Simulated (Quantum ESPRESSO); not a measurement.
## AlSi2PC4 (one run as intended and one with a planted mistake)

A calculation, not a measurement. The program is pw.x of Quantum ESPRESSO 7.5 (plane-wave density functional theory). The cell is made up: 8 atoms on a wurtzite lattice, with randomly drawn elements, strain and displacements, not relaxed. PseudoDojo standard norm-conserving files (v0.5 for PBE, v0.4.1 for LDA and PBEsol) set the functional; there is no spin polarisation, spin-orbit coupling or dispersion term, and the masses in the input are unused placeholders.

Intended input:

```
&control calculation='scf', pseudo_dir='./dojo.nc.sr.pbe.v0_5.standard.upf', outdir='./o', disk_io='medium', tprnfor=.true., tstress=.true. /
&system ibrav=0, nat=8, ntyp=4, nbnd=22, ecutwfc=82.02448710, nosym=.true., tot_charge=0,
 occupations='smearing', smearing='fd', degauss=0.0018374661
/
&electrons conv_thr=7.350e-09, electron_maxstep=60, /
ATOMIC_SPECIES
Al 1.0 Al.upf
C 1.0 C.upf
P 1.0 P.upf
Si 1.0 Si.upf
CELL_PARAMETERS angstrom
3.1074 -0.0206 0.0087
-0.0356 5.3387 -0.0224
0.0142 -0.0211 5.0755
ATOMIC_POSITIONS angstrom
Al -0.043 0.0038 0.0078
Si 1.4721 2.6707 0.0132
P 1.5313 0.8805 2.5351
Si -0.021 3.5475 2.5476
C 0.021 0.0026 1.886
C 1.5128 2.6168 1.9233
C 1.5373 0.8779 4.4683
C -0.0216 3.5495 4.4279
K_POINTS automatic
6 4 4 1 1 1
```

The log is shortened where brackets say so; the opening notice, blank lines, dates and the lines on written files are dropped, and the path of the files is cut. It prints rydbergs, bohrs and kilobars, and counts compression as positive stress.

Log of the intended run:

```
     Program PWSCF v.7.5
     Parallel version (MPI & OpenMP), running on       1 processor cores
     Number of MPI processes:                 1
     Threads/MPI process:                     1
     [start-up lines left out]
     bravais-lattice index     =            0
     lattice parameter (alat)  =       5.8723  a.u.
     unit-cell volume          =     568.1696 (a.u.)^3
     number of atoms/cell      =            8
     number of atomic types    =            4
     number of electrons       =        32.00
     number of Kohn-Sham states=           22
     kinetic-energy cutoff     =      82.0245  Ry
     charge density cutoff     =     328.0979  Ry
     scf convergence threshold =      7.3E-09
     mixing beta               =       0.7000
     number of iterations used =            8  plain     mixing
     Exchange-correlation= PBE
                           (   1   4   3   4   0   0   0)
     [axes and pseudopotential details left out]
   Cartesian axes
     site n.     atom                  positions (alat units)
         1        Al     tau(   1) = (  -0.0138376   0.0012229   0.0025101  )
         2        Si     tau(   2) = (   0.4737278   0.8594423   0.0042478  )
         3        P      tau(   3) = (   0.4927786   0.2833485   0.8158056  )
         4        Si     tau(   4) = (  -0.0067579   1.1416001   0.8198282  )
         5        C      tau(   5) = (   0.0067579   0.0008367   0.6069226  )
         6        C      tau(   6) = (   0.4868253   0.8420970   0.6189259  )
         7        C      tau(   7) = (   0.4947095   0.2825118   1.4379173  )
         8        C      tau(   8) = (  -0.0069510   1.1422437   1.4249164  )
     number of k points=    48  Fermi-Dirac smearing, width (Ry)=  0.0018
                       cart. coord. in units 2pi/alat
        k(    1) = (   0.0836092   0.0736373   0.0766036), wk =   0.0416667
        k(    2) = (   0.0831849   0.0742767   0.2296702), wk =   0.0416667
     [further k points left out]
     Dense  grid:    57011 G-vectors     FFT dimensions: (  36,  60,  60)
     Estimated max dynamical RAM per process >      67.04 MB
     Initial potential from superposition of free atoms
     starting charge      31.9960, renormalised to      32.0000
     Starting wfcs are   32 randomized atomic wfcs
     total cpu time spent up to now is        6.5 secs
     per-process dynamical memory:    43.9 Mb
     Self-consistent Calculation
     iteration #  1     ecut=    82.02 Ry     beta= 0.70
     Davidson diagonalization with overlap
     ethr =  1.00E-02,  avg # of iterations =  3.5
     total cpu time spent up to now is       19.7 secs
     total energy              =     -82.79813024 Ry
     estimated scf accuracy    <       1.96112930 Ry
     iteration #  2     ecut=    82.02 Ry     beta= 0.70
     Davidson diagonalization with overlap
     ethr =  6.13E-03,  avg # of iterations =  2.2
     total cpu time spent up to now is       29.2 secs
     total energy              =     -83.08068136 Ry
     estimated scf accuracy    <       1.78780597 Ry
     [iterations 3 to 10 left out]
     iteration # 11     ecut=    82.02 Ry     beta= 0.70
     Davidson diagonalization with overlap
     ethr =  7.03E-10,  avg # of iterations =  3.3
     total cpu time spent up to now is      128.5 secs
     total energy              =     -83.56620889 Ry
     estimated scf accuracy    <       0.00000007 Ry
     iteration # 12     ecut=    82.02 Ry     beta= 0.70
     Davidson diagonalization with overlap
     ethr =  2.18E-10,  avg # of iterations =  2.0
     total cpu time spent up to now is      137.3 secs
     End of self-consistent calculation
     [lines on levels left out]
!    total energy              =     -83.56620891 Ry
     estimated scf accuracy    <          4.4E-09 Ry
     smearing contrib. (-TS)   =      -0.00000000 Ry
     internal energy E=F+TS    =     -83.56620891 Ry
     The total energy is F=E-TS. E is the sum of the following terms:
     one-electron contribution =      20.18257873 Ry
     hartree contribution      =      10.00787926 Ry
     xc contribution           =     -30.17695659 Ry
     ewald contribution        =     -83.57971031 Ry
     convergence has been achieved in  12 iterations
     Forces acting on atoms (cartesian axes, Ry/au):
     atom    1 type  1   force =     0.00626442    0.01508933   -0.06824594
     atom    2 type  4   force =     0.02906865   -0.00675133   -0.07228414
     atom    3 type  3   force =     0.01232686    0.00346646    0.10718317
     atom    4 type  4   force =    -0.01111396   -0.00990113    0.05179099
     atom    5 type  2   force =    -0.01736045    0.02018706    0.10299615
     atom    6 type  2   force =     0.00967564   -0.00697253   -0.01241964
     atom    7 type  2   force =    -0.00727203    0.06076330   -0.10645178
     atom    8 type  2   force =    -0.02158914   -0.07588115   -0.00256880
     Total force =     0.241904     Total SCF correction =     0.000093
     Computing stress (Cartesian axis) and pressure
          total   stress  (Ry/bohr**3)                   (kbar)     P=       32.49
   0.00001905   0.00010073  -0.00000452            2.80       14.82       -0.67
   0.00010073   0.00046041   0.00009153           14.82       67.73       13.47
  -0.00000452   0.00009153   0.00018314           -0.67       13.47       26.94
     init_run     :      5.95s CPU      6.38s WALL (       1 calls)
     electrons    :    117.80s CPU    131.47s WALL (       1 calls)
     forces       :      1.89s CPU      1.91s WALL (       1 calls)
     stress       :      7.44s CPU      7.50s WALL (       1 calls)
     [timing details left out]
     PWSCF        :   2m13.22s CPU   2m29.07s WALL
     JOB DONE.
```

A second run has one planted mistake: the smearing is too wide. The input lines that differ, file-writing options aside:

```
- &system ibrav=0, nat=8, ntyp=4, nbnd=22, ecutwfc=82.02448710, nosym=.true., tot_charge=0,
+ &system ibrav=0, nat=8, ntyp=4, nbnd=40, ecutwfc=82.02448710, nosym=.true., tot_charge=0,
-  occupations='smearing', smearing='fd', degauss=0.0018374661
+  occupations='smearing', smearing='fd', degauss=0.0382192951
```

Its log:

```
     Program PWSCF v.7.5
     Parallel version (MPI & OpenMP), running on       1 processor cores
     Number of MPI processes:                 1
     Threads/MPI process:                     1
     [start-up lines left out]
     bravais-lattice index     =            0
     lattice parameter (alat)  =       5.8723  a.u.
     unit-cell volume          =     568.1696 (a.u.)^3
     number of atoms/cell      =            8
     number of atomic types    =            4
     number of electrons       =        32.00
     number of Kohn-Sham states=           40
     kinetic-energy cutoff     =      82.0245  Ry
     charge density cutoff     =     328.0979  Ry
     scf convergence threshold =      7.3E-09
     mixing beta               =       0.7000
     number of iterations used =            8  plain     mixing
     Exchange-correlation= PBE
                           (   1   4   3   4   0   0   0)
     [axes and pseudopotential details left out]
   Cartesian axes
     site n.     atom                  positions (alat units)
         1        Al     tau(   1) = (  -0.0138376   0.0012229   0.0025101  )
         2        Si     tau(   2) = (   0.4737278   0.8594423   0.0042478  )
         3        P      tau(   3) = (   0.4927786   0.2833485   0.8158056  )
         4        Si     tau(   4) = (  -0.0067579   1.1416001   0.8198282  )
         5        C      tau(   5) = (   0.0067579   0.0008367   0.6069226  )
         6        C      tau(   6) = (   0.4868253   0.8420970   0.6189259  )
         7        C      tau(   7) = (   0.4947095   0.2825118   1.4379173  )
         8        C      tau(   8) = (  -0.0069510   1.1422437   1.4249164  )
     number of k points=    48  Fermi-Dirac smearing, width (Ry)=  0.0382
                       cart. coord. in units 2pi/alat
        k(    1) = (   0.0836092   0.0736373   0.0766036), wk =   0.0416667
        k(    2) = (   0.0831849   0.0742767   0.2296702), wk =   0.0416667
     [further k points left out]
     Dense  grid:    57011 G-vectors     FFT dimensions: (  36,  60,  60)
     Estimated max dynamical RAM per process >      77.06 MB
     Initial potential from superposition of free atoms
     starting charge      31.9960, renormalised to      32.0000
     Starting wfcs are   32 randomized atomic wfcs +    8 random wfcs
     total cpu time spent up to now is        7.9 secs
     per-process dynamical memory:    50.3 Mb
     Self-consistent Calculation
     iteration #  1     ecut=    82.02 Ry     beta= 0.70
     Davidson diagonalization with overlap
     ethr =  1.00E-02,  avg # of iterations =  8.2
     total cpu time spent up to now is       37.1 secs
     total energy              =     -82.81012987 Ry
     estimated scf accuracy    <       1.96583545 Ry
     iteration #  2     ecut=    82.02 Ry     beta= 0.70
     Davidson diagonalization with overlap
     ethr =  6.14E-03,  avg # of iterations =  2.0
     total cpu time spent up to now is       52.4 secs
     total energy              =     -83.04688431 Ry
     estimated scf accuracy    <       2.06421660 Ry
     [iterations 3 to 10 left out]
     iteration # 11     ecut=    82.02 Ry     beta= 0.70
     Davidson diagonalization with overlap
     ethr =  4.24E-10,  avg # of iterations =  2.0
     total cpu time spent up to now is      182.3 secs
     total energy              =     -83.58063084 Ry
     estimated scf accuracy    <       0.00000003 Ry
     iteration # 12     ecut=    82.02 Ry     beta= 0.70
     Davidson diagonalization with overlap
     ethr =  8.13E-11,  avg # of iterations =  1.9
     total cpu time spent up to now is      195.6 secs
     End of self-consistent calculation
     [lines on levels left out]
!    total energy              =     -83.58063085 Ry
     estimated scf accuracy    <          1.3E-09 Ry
     smearing contrib. (-TS)   =      -0.04869396 Ry
     internal energy E=F+TS    =     -83.53193689 Ry
     The total energy is F=E-TS. E is the sum of the following terms:
     one-electron contribution =      20.23447518 Ry
     hartree contribution      =       9.97420158 Ry
     xc contribution           =     -30.16090334 Ry
     ewald contribution        =     -83.57971031 Ry
     convergence has been achieved in  12 iterations
     Forces acting on atoms (cartesian axes, Ry/au):
     atom    1 type  1   force =     0.00480186    0.01261675   -0.05471737
     atom    2 type  4   force =     0.02753896   -0.00327627   -0.05765235
     atom    3 type  3   force =     0.01102108   -0.00424428    0.08787444
     atom    4 type  4   force =    -0.01030145   -0.00535266    0.04061453
     atom    5 type  2   force =    -0.01588034    0.02004558    0.10777083
     atom    6 type  2   force =     0.00920286   -0.00393074   -0.01005060
     atom    7 type  2   force =    -0.00567116    0.06268642   -0.10765060
     atom    8 type  2   force =    -0.02071181   -0.07854479   -0.00618888
     Total force =     0.227094     Total SCF correction =     0.000060
     Computing stress (Cartesian axis) and pressure
          total   stress  (Ry/bohr**3)                   (kbar)     P=       41.21
   0.00010174   0.00006773  -0.00000773           14.97        9.96       -1.14
   0.00006773   0.00048188   0.00008588            9.96       70.89       12.63
  -0.00000773   0.00008588   0.00025676           -1.14       12.63       37.77
     init_run     :      6.34s CPU      7.76s WALL (       1 calls)
     electrons    :    167.18s CPU    187.74s WALL (       1 calls)
     forces       :      1.95s CPU      1.97s WALL (       1 calls)
     stress       :      7.74s CPU      7.80s WALL (       1 calls)
     [timing details left out]
     PWSCF        :   3m 3.45s CPU   3m25.66s WALL
     JOB DONE.
```

```
                                            intended run  run with the mistake
                          free energy (eV)     -1136.976             -1137.172
                    smearing term -TS (eV)        0.0000               -0.6625
                            pressure (GPa)          3.25                  4.12
            largest force component (eV/Å)         2.756                 2.771
largest change of a force component (eV/Å)                               0.496
                                iterations            12                    12
```

For scale, a rerun of the intended cell at 1347 eV and a 8 x 6 x 6 mesh moved values by no more than 0.003 eV in energy, 0.15 GPa in stress and 0.007 eV/Å in force. The number of bands, nbnd, was set by rule from the electron count and the smearing, so it follows the mistake.